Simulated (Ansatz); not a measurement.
# Phonons of LaI2 in the MoSi2-type structure

Method: PBEsol, scalar-relativistic; no spin polarisation; PAW, 420 eV, Gaussian smearing of 0.15 eV; code Ansatz. The datasets are Ansatz's generated set soft_2.

```
La I
1.0
    -1.93863    1.93863    7.05850
     1.93863   -1.93863    7.05850
     1.93863    1.93863   -7.05850
La I
1 2
Cartesian
  0.0000 0.0000 0.0000
  0.0000 0.0000 5.1923
  0.0000 0.0000 8.9247
```

The start was a prototype's sites filled with these elements; the Crystallography Open Database holds the compound in this structure.

Force constants come from finite displacements in a 2×2×2 supercell (the unit cell's 12×12×12 k-mesh, folded to it); the long-range dipole term is not included. Points in reciprocal vectors of this cell: Γ = (0.000, 0.000, 0.000), X = (0.000, 0.000, 0.500), P = (0.250, 0.250, 0.250), N = (0.000, 0.500, 0.000), M = (0.500, 0.500, -0.500), S = (0.269, 0.731, -0.269), S0 = (-0.269, 0.269, 0.269), R = (-0.038, 0.038, 0.500), G = (0.500, 0.500, -0.038).

Frequencies at the named points (cm⁻¹, imaginary ones negative):
```
point                        ω (cm⁻¹)
    Γ     0 0 0 73 73 111 111 111 129
    X   75 85 87 96 97 98 103 125 126
    P   75 86 86 97 97 97 103 125 125
    N  64 64 72 77 94 101 104 115 142
    M  15 15 23 71 71 107 111 111 136
    S  61 64 72 80 94 101 104 115 141
   S0  61 64 72 80 94 101 104 115 141
    R  75 86 87 94 96 101 103 125 126
    G  75 86 87 94 96 101 103 125 126
```

Is the structure dynamically stable along this path, and where does the spectrum end?

Yes: no branch is imaginary beyond numerical noise. The highest frequency is 142 cm⁻¹, at N. Points that don't fit the supercell are interpolated. The lowest branch at M is only 15 cm⁻¹, so the structure is close to an instability there.

What does the harmonic approximation give for the vibrational free energy, entropy and heat capacity?

Zero-point energy 16.8 meV/atom.
| T (K) | F_vib (meV/atom) | S (J/K per mole of atoms) | C_V (J/K per mole of atoms) |
| --- | --- | --- | --- |
| 100 | 7.3 | 21.6 | 21.5 |
| 200 | -24.1 | 37.5 | 24.0 |
| 300 | -68.4 | 47.4 | 24.5 |
| 400 | -121.4 | 54.5 | 24.7 |
| 500 | -180.8 | 60.0 | 24.8 |
| 600 | -245.3 | 64.5 | 24.8 |
| 700 | -314.2 | 68.3 | 24.9 |
| 800 | -386.8 | 71.7 | 24.9 |
| 900 | -462.6 | 74.6 | 24.9 |
| 1000 | -541.3 | 77.2 | 24.9 |

The highest mode, 142 cm⁻¹, is worth 200 K. At 300 K the heat capacity has reached 98 % of the classical limit 3R = 24.9 J/K per mole of atoms, since all modes lie under k_BT.

The crystal is a metal or nearly so; low and unstable modes depend on mesh and smearing.

Cost: 35 min on 4 threads of Arm Neoverse V1, with other jobs on the host, peak memory 6.5 GiB.

These numbers lack spin–orbit coupling. The structure is built of weakly bound layers, and this functional has no dispersion term, so their spacing and all that hangs on it (volume, the soft elastic constants, low modes, dielectric constants) are poorly given. Compounds of this kind are often insulators, so the metal found may come from the functional, which lacks a U or exact exchange, or from the structure.
